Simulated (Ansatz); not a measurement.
An Ansatz (a quantum-chemistry and plane-wave program) run. Input:

Ansatz 0.2 input:
```yaml
crystal:
  lattice:
    - [0.0, 2.9696954105, 2.9696954105]
    - [2.9696954105, 0.0, 2.9696954105]
    - [2.9696954105, 2.9696954105, 0.0]
  atoms:
    - { symbol: I, position: [0.75, 0.75, 0.75] }
    - { symbol: Cu, position: [0.0, 0.0, 0.0] }
kpoints:
  mp_grid: { grid: [7, 7, 7] }
  band_path:
    path:
      - [[0.0, 0.0, 0.0], [0.5, 0.0, 0.5], [0.625, 0.25, 0.625]]  # Γ-X-U
      - [[0.375, 0.375, 0.75], [0.0, 0.0, 0.0], [0.5, 0.5, 0.5], [0.5, 0.25, 0.75], [0.5, 0.0, 0.5]]  # K-Γ-L-W-X
      - [VBM, CBM]
    npoints: 12
basis: { xc_grid: 2 }
hamiltonian:
  xc: pbesol
  pseudopotentials: { kind: paw }
magnetization: { noncollinear: true, spin_orbit: true }
scf:
  n_extra_bands: 12
  convergence: { dr2_threshold: 0.0000000001 }
  occupations: { method: gaussian, width: 0.01 }
checkpoint: { write: soc.run }
output: { eigenvalues: true }
```

Output (shortened):

```
Pseudopotential: I, paw_fr, valence charge 17
Pseudopotential: Cu, paw_fr, valence charge 19
Functional definition: PBEsol
non-collinear run that drives no moment, with spin-orbit …
Crystal: 2 atoms, lattice volume = 52.380 Å³
Basis set: ecut = 420 eV, 965 PW (Γ), exchange–correlation on 60×60×60 points (8 copies of the dense FFT grid, shifted against one another)
Bands: 48, of which v1, the nominal top of the filled ones, is band 36 counted from 1 (35 counted from 0)
Symmetry: 24 space group operations + 24 with time reversal
k-points: 20 of 343 (time reversal used)
Projection manifold: j_resolved (fully-relativistic pseudo-atomic orbitals)
SCF iter   1: F=—  HF=-14025.458641 eV  |F-HF|=—  |Δ(HF+E_count)|=         —  Δρ=7.02e-2  dr2=2.91e0  dr2_m=0.00e0 (ungated)  ethr=3.10e-3  |M|=0.00e0 ∫|m|=0.00e0 μB  |m|>n=0.0e0 m-floor=0.0e0 τ_xc=0.0e0  β_m=0.30  ⟨swp⟩=9.6  Hψ=5385  notcnv=0  defer=15
preconditioner: auto → none
SCF iter   2: F=—  HF=-14024.713901 eV  |F-HF|=—  |Δ(HF+E_count)|=   7.45e-1  Δρ=4.15e-2  dr2=4.80e-1  dr2_m=0.00e0 (ungated)  ethr=3.10e-3  |M|=0.00e0 ∫|m|=0.00e0 μB  |m|>n=0.0e0 m-floor=0.0e0 τ_xc=0.0e0  β_m=0.27  ⟨swp⟩=4.0  Hψ=2130  notcnv=0  defer=110
SCF iter   3: F=—  HF=-14024.601664 eV  |F-HF|=—  |Δ(HF+E_count)|=   1.12e-1  Δρ=1.15e-2  dr2=9.66e-2  dr2_m=0.00e0 (ungated)  ethr=1.33e-3  |M|=0.00e0 ∫|m|=0.00e0 μB  |m|>n=0.0e0 m-floor=0.0e0 τ_xc=0.0e0  β_m=0.36  ⟨swp⟩=2.0  Hψ=1507  notcnv=0  defer=110
SCF iter   4: F=—  HF=-14024.596996 eV  |F-HF|=—  |Δ(HF+E_count)|=   4.67e-3  Δρ=8.84e-3  dr2=2.13e-2  dr2_m=0.00e0 (ungated)  ethr=2.68e-4  |M|=0.00e0 ∫|m|=0.00e0 μB  |m|>n=0.0e0 m-floor=0.0e0 τ_xc=0.0e0  β_m=0.68  ⟨swp⟩=3.0  Hψ=1464  notcnv=0  defer=110
SCF iter   5: F=—  HF=-14024.609442 eV  |F-HF|=—  |Δ(HF+E_count)|=   1.24e-2  Δρ=1.32e-3  dr2=1.48e-3  dr2_m=0.00e0 (ungated)  ethr=5.92e-5  |M|=0.00e0 ∫|m|=0.00e0 μB  |m|>n=0.0e0 m-floor=0.0e0 τ_xc=0.0e0  β_m=0.62  ⟨swp⟩=2.1  Hψ=1616  notcnv=0  defer=110
SCF iter   6: F=—  HF=-14024.609115 eV  |F-HF|=—  |Δ(HF+E_count)|=   3.27e-4  Δρ=1.35e-3  dr2=9.08e-4  dr2_m=0.00e0 (ungated)  ethr=4.10e-6  |M|=0.00e0 ∫|m|=0.00e0 μB  |m|>n=0.0e0 m-floor=0.0e0 τ_xc=0.0e0  β_m=0.81  ⟨swp⟩=2.2  Hψ=1423  notcnv=0  defer=110
SCF iter   7: F=—  HF=-14024.608925 eV  |F-HF|=—  |Δ(HF+E_count)|=   1.90e-4  Δρ=1.69e-4  dr2=1.04e-5  dr2_m=0.00e0 (ungated)  ethr=2.52e-6  |M|=0.00e0 ∫|m|=0.00e0 μB  |m|>n=0.0e0 m-floor=0.0e0 τ_xc=0.0e0  β_m=0.81  ⟨swp⟩=2.0  Hψ=1210  notcnv=0  defer=110
SCF iter   8: F=—  HF=-14024.608923 eV  |F-HF|=—  |Δ(HF+E_count)|=   2.78e-6  Δρ=2.55e-5  dr2=3.70e-7  dr2_m=0.00e0 (ungated)  ethr=2.90e-8  |M|=0.00e0 ∫|m|=0.00e0 μB  |m|>n=0.0e0 m-floor=0.0e0 τ_xc=0.0e0  β_m=0.75  ⟨swp⟩=2.0  Hψ=1281  notcnv=0  defer=110
SCF iter  10: F=-14024.608919 eV  HF=-14024.608919 eV  |F-HF|=1.09e-11  |Δ(HF+E_count)|=   1.95e-9  Δρ=1.80e-7  dr2=1.83e-11  dr2_m=0.00e0 (ungated)  ethr=1.00e-12  |M|=0.00e0 ∫|m|=0.00e0 μB  |m|>n=0.0e0 m-floor=0.0e0 τ_xc=0.0e0  ⟨swp⟩=10.8  Hψ=4751  notcnv=0
SCF 1 converged in 10 iterations: F = -14024.608919 eV  dr2 = 1.83e-11
NSCF: frozen V_eff on 16 k-points
NSCF: frozen V_eff on 16 k-points
NSCF: frozen V_eff on 1 k-points
NSCF: frozen V_eff on 2 k-points
NSCF: frozen V_eff on 2 k-points
NSCF: frozen V_eff on 2 k-points
NSCF: frozen V_eff on 4 k-points
NSCF: frozen V_eff on 7 k-points
NSCF: frozen V_eff on 6 k-points
NSCF: frozen V_eff on 2 k-points
NSCF: frozen V_eff on 87 k-points
SCF converged after 10 iterations
Magnetization: |M| = 0.0000 μB,  M = (+0.0000, +0.0000, +0.0000) μB
Absolute magnetization: 0.0000 μB (∫|m|)
  site 0: m = (+0.0000, +0.0000, +0.0000) μB, |m| = 0.0000 μB  (R = 1.06 Å)
  site 1: m = (+0.0000, +0.0000, +0.0000) μB, |m| = 0.0000 μB  (R = 1.06 Å)
Free energy (F): -14024.608919 eV
Harris-Foulkes:  -14024.608919 eV  (|F-HF|=1.09e-11)
Internal energy: -14024.608919 eV  (E = F + TS)
E sigma→0 (E₀):  -14024.608919 eV
Fermi energy:    9.605785 eV
--- Per-component energies (eV) ---
  E_band       = -845.727761
  E_kinetic    = 491.058355
  E_local      = -7475.498945  (includes V_loc(G=0)·N_el)
  E_nonlocal   = 316.558416
  E_hartree    = 3476.296459
  E_xc         = -214.452115
  E_vxc        = -241.541006  (∫ρ·V_xc dr)
  E_paw        = -6378.608606  (= ΣΔE_a)
  E_vpaw       = -888.897846  (= ΣTr[D̂ρ^β])
  E_aug_tail   = 0.000392  (compensation charges beyond the density's cutoff)
  E_ewald      = -4240.586241
  E_core_change = 0.623365  (= ΣΔE_core)
  E_smearing   =  0.000000  (= −TS)
  E_closure    = 0.000000  (closes the sum)
  Σ components = -14024.608919   (vs F -14024.608919, Δ=0.00e0)
  [band-id]    e_kinetic+e_local+e_nonlocal+2·e_hartree+e_vxc+e_vpaw+e_augmentation_tail = -845.727715   (vs E_band -845.727761, Δ=4.58e-5)
--- Band table (eV; the first three rows and the last of 20) ---
  k-point 0: bands = ["-102.5164", "-102.5164", "-61.8359", "-61.8359", "-59.2456", "-59.2456", "-59.2456", "-59.2456", "-37.8772", "-37.8772", "-37.8772", "-37.8772", "-36.1649", "-36.1649", "-36.1606", "-36.1606", "-36.1606", "-36.1606", "-5.4443", …
  k-point 1: bands = ["-102.5165", "-102.5165", "-61.8359", "-61.8359", "-59.2456", "-59.2456", "-59.2456", "-59.2456", "-37.8772", "-37.8771", "-37.8771", "-37.8771", "-36.1649", "-36.1649", "-36.1606", "-36.1606", "-36.1605", "-36.1605", "-5.3354", …
  k-point 2: bands = ["-102.5165", "-102.5165", "-61.8360", "-61.8360", "-59.2457", "-59.2457", "-59.2456", "-59.2456", "-37.8771", "-37.8771", "-37.8770", "-37.8770", "-36.1647", "-36.1647", "-36.1606", "-36.1606", "-36.1603", "-36.1603", "-5.0692", …
  k-point 19: bands = ["-102.5165", "-102.5165", "-61.8360", "-61.8360", "-59.2457", "-59.2457", "-59.2457", "-59.2457", "-37.8771", "-37.8770", "-37.8769", "-37.8769", "-36.1646", "-36.1644", "-36.1605", "-36.1603", "-36.1603", "-36.1602", "-4.5838", …
```

Cost: about 60 core-seconds (a rough figure) on shared cores.

Space group F-43m (zinc blende). The PBEsol relaxation kept the symmetry of its start. No spin polarisation was allowed.

Potentials: the later of the program's two PAW sets.

Ansatz is a plane-wave DFT program.
